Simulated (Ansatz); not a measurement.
InP (zinc blende): map of one atom of the cell

Starting cell, InP (zinc blende):

```
InP
1.0
    0.00000     2.95351     2.95351
    2.95351     0.00000     2.95351
    2.95351     2.95351     0.00000
P In
1 1
Direct
  0.75000   0.75000   0.75000
  0.00000   0.00000   0.00000
```

In this cell atom 1 (P, nearest neighbour In at 2.558 Å; its periodic images, 4.2 Å or more away, move with it) is moved by u·(0.707, 0.707, 0.000) + v·(0.000, 0.000, 1.000); the rest is frozen.

The numbers are results of r2SCAN (plane waves to 500 eV, PAW, scalar-relativistic; Ansatz, a first-principles code), not measurements. k mesh 8×8×8 (Γ-centred), Fermi-Dirac smearing 0.05 eV. Energies are smeared free energies. Compression counts positive. Points where atoms come too close for the PAW data are left out (x in tables, blank in figures). InP was relaxed with its symmetry unable to fall. The zero of ΔE is the undisplaced structure. Axes are in Å.

ΔE (meV/cell), with u across and v down:

```tsv
v \ u	-0.640	-0.427	-0.213	0.000	0.213	0.427	0.640
-0.640	1019	1181	1323	1378	1323	1181	1019
-0.427	805	697	669	667	669	697	805
-0.213	1005	512	254	176	254	512	1005
0.000	1826	759	182	0	182	759	1826
0.213	3470	1526	496	176	496	1526	3470
0.427	x	2827	1171	667	1171	2827	x
0.640	x	x	2109	1378	2109	x	x
```

P (GPa), with u across and v down:

| v \ u | -0.640 | -0.427 | -0.213 | 0.000 | 0.213 | 0.427 | 0.640 |
|---|---|---|---|---|---|---|---|
| -0.640 | 4.9 | 6.6 | 8.0 | 8.6 | 8.0 | 6.6 | 4.9 |
| -0.427 | 3.8 | 3.7 | 4.0 | 4.1 | 4.0 | 3.7 | 3.8 |
| -0.213 | 5.6 | 2.8 | 1.5 | 1.1 | 1.5 | 2.8 | 5.6 |
| 0.000 | 11.3 | 4.7 | 1.1 | 0.0 | 1.1 | 4.7 | 11.3 |
| 0.213 | 21.7 | 9.7 | 3.2 | 1.1 | 3.2 | 9.7 | 21.7 |
| 0.427 | x | 17.8 | 7.4 | 4.1 | 7.4 | 17.8 | x |
| 0.640 | x | x | 13.3 | 8.6 | 13.3 | x | x |

Key numbers:

```
Item                                                                                                          Result
-----------------------------------------------------------------------------  -------------------------------------
Principal force constants in the plane (five-point differences of the forces)                   7.8 eV/Å², isotropic
Centre of the map                                                                                          a minimum
Lowest place on the grid                                                       u = 0.000 Å, v = 0.000 Å (0 meV/cell)
```

(For displaced atoms, the force is minus the slope of the energy, and its curvature is a force constant, which sets phonon frequencies.)
